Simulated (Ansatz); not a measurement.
Zn2SnO4:
```
Zn2SnO4
1.0
   -2.99566     3.12103     4.33714
    2.99566    -3.12103     4.33714
    2.99566     3.12103    -4.33714
Zn Sn O
4 2 8
Cartesian
  0.00000   4.68154   1.23081
  2.99566  -1.56051   3.10633
  1.49783   1.56051   2.16857
 -1.49783   1.56051   2.16857
  2.99566   0.00000   0.00000
  0.00000   0.00000   4.33714
  2.99566   0.10757   2.04369
  0.00000   3.01345   2.29345
  2.99566   3.01345   2.04369
  0.00000   0.10757   2.29345
  1.58840   1.56051   0.00856
  1.40726   1.56051   4.32858
  4.40292   1.56051   0.00856
 -1.40726   1.56051   4.32858
```

PBEsol in the plane-wave PAW code Ansatz gives a gap of 0.92 eV without spin–orbit coupling, maximum at Γ, minimum at Γ.

Question: What happens when spin–orbit coupling is switched on?

Answer: The gap hardly moves, to 0.92 eV; maximum at Γ, minimum at Γ.

Question: Give the electron effective mass with spin–orbit coupling.

Answer: 0.21 mₑ (isotropic).

Question: Give the hole effective mass with spin–orbit coupling.

Answer: 0.63, 4.8, 20 mₑ (principal values).

Space group Imma. The first step of the workflow began from a Materials Project structure, measured or hypothetical; the Crystallography Open Database copy checked does not list it. Whether it is the stable phase at ambient conditions was not checked. The PBEsol relaxation kept the symmetry of its start; its stability against distortions is not shown here.

Potentials: the later of the program's two PAW sets.
